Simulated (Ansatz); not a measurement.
Values for one crystal, relaxed and computed with DFT-LDA in the program Ansatz with PAW potentials; other levels are named.

| Quantity | Value |
|---|---|
| Volume per atom | 18.98 Å³ |
| Band gap | 0.70 eV (indirect) |
| Hole effective mass with spin–orbit coupling | 0.20, 0.35, 0.88 mₑ (principal values) |
| Formation energy from the elements (no fitted shifts) | -0.32 eV/atom |
| Debye temperature from the elastic constants | 330 K |
| Bulk modulus (Birch–Murnaghan fit) | 42.3 GPa |
| Conduction-band minimum | on the Γ–Z line, 10 % of the way from Γ (k = 0.000, 0.000, -0.052) (2 equivalent valleys) |

Task: Pick the material that matches.
(A) GeS, Pnma (Ge on 4c, S on 4c)
(B) TlF, rock salt
(C) LiCl, rock salt
(D) GaSe, P6_3/mmc (Ga on 4f, Se on 4f)

Result: A, GeS, Pnma (Ge on 4c, S on 4c)

The cell was relaxed with LDA under the symmetry of its start. A crystal of weakly bound layers computed without a dispersion correction: the cell and the soft elastic constants depend strongly on that. The references are the lowest solids computed at this level, not always the standard phases. Spin–orbit coupling is left out wherever it is not named.

Potentials: the later of the program's two PAW sets.
